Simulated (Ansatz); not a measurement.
**Profile along the O–Fe line in FeO (rock salt)**

FeO (rock salt)

```xyz
2
Lattice="0.0000 2.1545 2.1545 2.1545 0.0000 2.1545 2.1545 2.1545 0.0000" Properties=species:S:1:pos:R:3 pbc="T T T"
O      0.0000     0.0000     0.0000
Fe     2.1545     2.1545     2.1545
```

Fields along a shortest O–Fe line of a {110} plane (2.15 Å), from O to Fe, interpolated on the slice's grid (step about 0.2 Å). Level of theory: PBE (plane waves to 420 eV, PAW, scalar-relativistic; Ansatz, a program for electronic structure). k mesh 19×19×19. Inside the PAW spheres the values are not all-electron values, and peaks at nuclei hang on which shells count as valence. FeO is run spin-polarised and with no Hubbard U; the real compound is an antiferromagnetic insulator, a state that this run doesn't describe. FeO was relaxed with its symmetry unable to fall. Relaxed FeO ends ferromagnetic. Other magnetic orders were not checked, so this need not be the ground state.

| distance from O (Å) | valence electron density (e/Å³) | spin density, up minus down (e/Å³) | electron localisation function | ELF of the up spins | ELF of the down spins |
|---|---|---|---|---|---|
| 0.00 | 7.64 | 0.58 | x | x | x |
| 0.11 | 7.41 | 0.56 | x | x | x |
| 0.21 | 6.69 | 0.51 | x | x | x |
| 0.32 | 5.49 | 0.41 | x | x | x |
| 0.43 | 3.97 | 0.28 | 0.76 | 0.77 | 0.76 |
| 0.54 | 2.58 | 0.16 | 0.81 | 0.81 | 0.81 |
| 0.65 | 1.58 | 0.08 | 0.82 | 0.82 | 0.82 |
| 0.75 | 0.98 | 0.03 | 0.75 | 0.70 | 0.80 |
| 0.86 | 0.65 | 0.02 | 0.56 | 0.46 | 0.72 |
| 0.97 | 0.47 | 0.03 | 0.32 | 0.23 | 0.47 |
| 1.07 | 0.40 | 0.06 | 0.13 | 0.11 | 0.18 |
| 1.18 | 0.43 | 0.11 | 0.11 | 0.11 | 0.06 |
| 1.29 | 0.65 | 0.23 | 0.14 | 0.20 | 0.05 |
| 1.40 | 1.34 | 0.48 | 0.24 | 0.31 | 0.13 |
| 1.51 | 2.91 | 0.95 | 0.37 | 0.40 | 0.33 |
| 1.61 | 5.90 | 1.71 | 0.51 | 0.48 | 0.57 |
| 1.72 | 10.83 | 2.87 | 0.64 | 0.58 | 0.74 |
| 1.83 | 17.85 | 4.59 | x | x | x |
| 1.94 | 26.11 | 6.72 | x | x | x |
| 2.04 | 33.08 | 8.60 | x | x | x |
| 2.15 | 35.84 | 9.43 | x | x | x |

x: too close to a nucleus for the ELF to mean much.

Density on the O–Fe line (2.15 Å) at its density minimum, 1.1 Å from O: 0.40 e/Å³. ELF at that point: 0.1.
